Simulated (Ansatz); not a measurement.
TaAs (NbAs type, space group I4_1md)

```xyz
4
Lattice="-1.7315 1.7315 5.8665 1.7315 -1.7315 5.8665 1.7315 1.7315 -5.8665" Properties=species:S:1:pos:R:3 pbc="T T T"
Ta     0.0000     0.0000    11.7227
Ta     0.0000     1.7315     2.9229
As     0.0000     0.0000     4.8913
As     1.7315     0.0000     1.9580
```

This relaxed cell (volume V₀) is scaled evenly in all directions, its shape held. The atoms relax within the cell's symmetry.

These are PBE (plane waves to 420 eV, PAW, scalar-relativistic; Ansatz, a quantum-chemistry and plane-wave program) values and carry that method's errors. k mesh 19×19×19 (Γ-centred), Fermi-Dirac smearing 0.05 eV. Stress and pressure are positive under compression. At this level the bands of TaAs touch or barely overlap. Spin-orbit coupling is left out, though Ta is heavy. TaAs is run without spin polarisation. TaAs was relaxed with its symmetry unable to fall.

At one point of the scan the stress tensor (GPa) is:

```
    2.3      0.0      0.0
    0.0      2.3      0.0
    0.0      0.0      2.0
```

### Question
Which point is it?
A) V/V₀ = 0.964
B) V/V₀ = 0.940
C) V/V₀ = 0.976
D) V/V₀ = 0.988

### Answer
D, V/V₀ = 0.988

(Under strain, the slope of the energy per volume gives the stress and its curvature an elastic modulus.)
